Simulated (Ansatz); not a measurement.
Does relaxation matter for the field gradients of SnSe with Te replacing Se?

Start: a supercell of SnSe (space group Pnma) built from a Materials Project structure (computed, not necessarily an observed phase), with all atoms left at the host's positions.

Space group Pm (No. 6); a = 9.4018, b = 8.2525, c = 11.6645 Å.

| site | Wyckoff | site symmetry | x | y | z |
| --- | --- | --- | --- | --- | --- |
| Sn1 | 2c | 1 | 0.1883 | 0.2500 | 0.6188 |
| Sn2 | 2c | 1 | 0.6883 | 0.2500 | 0.6188 |
| Sn5 | 1b | m | 0.4383 | 0.5000 | 0.8812 |
| Sn6 | 1b | m | 0.9383 | 0.5000 | 0.8812 |
| Sn7 | 1a | m | 0.4383 | 0.0000 | 0.8812 |
| Sn8 | 1a | m | 0.9383 | 0.0000 | 0.8812 |
| Sn9 | 1b | m | 0.3117 | 0.5000 | 0.3812 |
| Sn10 | 1b | m | 0.8117 | 0.5000 | 0.3812 |
| Sn11 | 1a | m | 0.3117 | 0.0000 | 0.3812 |
| Sn12 | 1a | m | 0.8117 | 0.0000 | 0.3812 |
| Sn13 | 2c | 1 | 0.0617 | 0.2500 | 0.1188 |
| Sn14 | 2c | 1 | 0.5617 | 0.2500 | 0.1188 |
| Te | 1b | m | 0.2546 | 0.5000 | 0.1486 |
| Se18 | 1b | m | 0.7546 | 0.5000 | 0.1486 |
| Se19 | 1a | m | 0.2546 | 0.0000 | 0.1486 |
| Se20 | 1a | m | 0.7546 | 0.0000 | 0.1486 |
| Se21 | 1b | m | 0.4954 | 0.5000 | 0.6486 |
| Se22 | 1b | m | 0.9954 | 0.5000 | 0.6486 |
| Se23 | 1a | m | 0.4954 | 0.0000 | 0.6486 |
| Se24 | 1a | m | 0.9954 | 0.0000 | 0.6486 |
| Se25 | 2c | 1 | 0.0046 | 0.2500 | 0.3514 |
| Se26 | 2c | 1 | 0.5046 | 0.2500 | 0.3514 |
| Se29 | 2c | 1 | 0.2454 | 0.2500 | 0.8514 |
| Se30 | 2c | 1 | 0.7454 | 0.2500 | 0.8514 |

One atom of each set is listed; the run and its k-mesh use a cell of 32 atoms with edges of 11.66, 8.25, 9.40 Å.

Computed with Ansatz: DFT, PBE, plane waves and PAW, scalar-relativistic, 420 eV cutoff, Γ-centred 2×3×2 k-points, Fermi–Dirac smearing 0.01 eV.

The largest force at the start is 1.6 eV/Å. Relaxing the ions at fixed cell moves them by 0.145 Å at most (atom 9, Sn) and 0.071 Å rms.

| site | moved (Å) | first shell before | first shell after | V_zz before (10²¹ V/m²) | η before |
| --- | --- | --- | --- | --- | --- |
| Sn1 | 0.015 | 3 Se at 2.77 Å | 3 Se at 2.78–2.80 Å | -10.66 | 0.41 |
| Sn5 | 0.041 | 3 Se at 2.77 Å | 5 Se at 2.80–3.52 Å, 1 Te at 3.46 Å; also 2 Sn at 3.70 Å | -10.69 | 0.32 |
| Sn9 | 0.145 | 1 Te at 2.77 Å, 2 Se at 2.77 Å | 2 Se at 2.79 Å, 1 Te at 2.98 Å; also 1 Se at 3.34 Å | -13.44 | 0.00 |
| Sn13 | 0.141 | 2 Se at 2.77 Å, 1 Te at 2.77 Å | 2 Se at 2.78 Å, 1 Te at 2.96 Å | -12.36 | 0.64 |
| Te | 0.143 | 3 Sn at 2.77 Å | 6 Sn at 2.96–3.49 Å | -12.36 | 0.06 |
| Se19 | 0.044 | 3 Sn at 2.77 Å | 3 Sn at 2.78–2.79 Å | -8.52 | 0.05 |
| Se20 | 0.073 | 3 Sn at 2.77 Å | 3 Sn at 2.80 Å | -8.51 | 0.05 |
| Se21 | 0.082 | 3 Sn at 2.77 Å | 3 Sn at 2.80 Å; also 1 Sn at 3.34 Å | -8.47 | 0.07 |
| Se25 | 0.062 | 3 Sn at 2.77 Å | 3 Sn at 2.78–2.80 Å | -8.17 | 0.13 |
| Se29 | 0.054 | 3 Sn at 2.77 Å | 3 Sn at 2.78–2.80 Å | -8.15 | 0.05 |

**Question.** What are V_zz and η after the relaxation?

**Answer.** 

| site | V_zz after | η after | change of V_zz |
| --- | --- | --- | --- |
| Sn1 | -10.65 | 0.26 | +0.01 |
| Sn5 | -8.95 | 0.24 | +1.74 |
| Sn9 | -9.58 | 0.29 | +3.86 |
| Sn13 | -9.66 | 0.46 | +2.70 |
| Te | -8.53 | 0.76 | +3.83 |
| Se19 | -6.67 | 0.92 | +1.85 |
| Se20 | -7.01 | 0.26 | +1.50 |
| Se21 | -6.17 | 0.10 | +2.30 |
| Se25 | -5.96 | 0.28 | +2.21 |
| Se29 | -7.35 | 0.21 | +0.80 |

The largest change of V_zz is on Sn9, from -13.44 to -9.58. The whole tensor moves most on Te, by 7.56 along its most changed direction. In per cent, |V_zz| changes by -29 to 0 on Sn, -31 on Te, -27 to -10 on Se (all sites that start above 0.5). Where |V_zz| stays above 0.1, η moves most on Se19, from 0.05 to 0.92. The table leaves out 14 of the 24 sites, with |V_zz| up to 11.04; their tensors move by 1.75 at most along any direction. The statements above cover all sites. The host's own positions weren't relaxed first, so part of the change far from the defect can be the host's relaxation.

The defect repeats with the cell of 32 atoms, so it feels its images: sites between two images don't show the values beside a lone defect, and zeros or small values of η there can come from the images' arrangement. Se and Sn carry a gradient in the pure host already, so the values there aren't the defect's effect alone. Without spin–orbit coupling the gradients at and beside Te can be off by some per cent, at some sites by more.
Before: The neighbours have not yet relaxed around the defect (largest force 1.6 eV/Å), so a real crystal will differ.
After: The relaxation keeps the site symmetry m of the start, so the impurity can move only within its mirror plane; a start off the site could end lower.
